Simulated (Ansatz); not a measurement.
A generated cell, not matched to a known phase here, of Al3Ru: Pm-3n (No. 223), cP8, A15 (Cr3Si type); a = 4.866 Å, b = 4.866 Å, c = 4.866 Å, α = 90.00°, β = 90.00°, γ = 90.00°; Al 6c (0.000, 0.500, 0.250); Ru 2a (0.000, 0.000, 0.000). Computed with PBEsol (plane waves to 420 eV, PAW, scalar-relativistic; Ansatz, a program for electronic structure). Element references, the lowest calculated here: Ru (P6₃/mmc), Al (Fm-3m).

Total energies (eV/atom, σ → 0; comparable only within this code, potentials and settings):

```
phase          E (eV/atom)
-------------  -----------
Al3Ru (Pm-3n)    -1847.947
Ru (P6₃/mmc)     -5816.504
Al (Fm-3m)        -524.548
Al2Ru (Fddd)     -2289.220
```

Task: What is the formation energy of this Pm-3n form of Al3Ru from the elements?

Result: E_f = -1847.947 − [3 × (-524.548) + 1 × (-5816.504)] / 4 = -0.41 eV/atom (-1.6 eV per formula unit).

Task: How does this cell stand against the other phases calculated?

Result: It lies 0.11 eV/atom above their hull: Al3Ru → Al + Al2Ru (Al2Ru Fddd, Al Fm-3m) releases that much. A lower structure of this composition may exist.

This is the hull of the energies calculated here, no anion corrections; phases that were not calculated are missing from it. Values are rounded to 0.01 eV/atom. Not shown to be the ambient phase of their composition (a lower form may be missing, and a cell relaxed within its start's symmetry can be a saddle point): Al3Ru (Pm-3n). The compounds carry no spin polarisation.
